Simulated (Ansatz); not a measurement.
A relaxed cell of SiSeF2 is given with its symmetry left out. The cell was found from a structure generator's guess, not taken from experiment.

All numbers below come from Ansatz 0.2.0, DFT PBE, scalar-relativistic, plane waves, PAW. Cutoff 420 eV, Γ-centred mesh, Gaussian smearing, no spin polarisation.

```yaml
crystal:
  lattice:
    - [2.57736, -5.59412, 0.00000]
    - [2.57736, 5.59412, 0.00000]
    - [0.00000, 0.00000, 2.78350]
  atoms:
    - { symbol: Si, position: [0.00000, 0.00000, 0.00000] }
    - { symbol: Se, position: [0.50000, 0.50000, 0.50000] }
    - { symbol: F, position: [0.88270, 0.11730, 0.50000] }
    - { symbol: F, position: [0.11730, 0.88270, 0.50000] }
```

Energies over the elements count from the elements' standard structures at the same level (F₂ as a molecule), with no fitted energy shifts.

(1) Find its symmetry and describe it.

(2) What is its formation energy per atom?

(3) Is it a metal?

Answers

(1) Cmmm (No. 65). Conventional cell: a = 5.155 Å, b = 11.188 Å, c = 2.783 Å. Si is surrounded by 4 F at 1.91 Å, 2 Si at 2.78 Å and 4 Se at 2.93 Å; around Se lie 2 Se at 2.78 Å, 4 F at 2.89 Å and 4 Si at 2.93 Å; around F lie 2 Si at 1.91 Å, 1 F at 2.62 Å, 2 F at 2.78 Å and 2 Se at 2.89 Å.

(2) −1.05 eV/atom.

(3) Yes, bands cross the Fermi level on the 10×10×16 mesh.

The last run used a 10×10×16 mesh (in the run's order of axes) for its 4-atom cell and Gaussian smearing of 0.10 eV. Weakly bound directions are ill-defined at this level, which has no dispersion term. The reference form of Se is held partly by dispersion forces, which this level lacks. A structure relaxed within its symmetry needn't be a true minimum. Another cell of SiSeF2 relaxed alike, in P6/mmm, lies 255 meV/atom lower, so this cell isn't the stable form at this level.
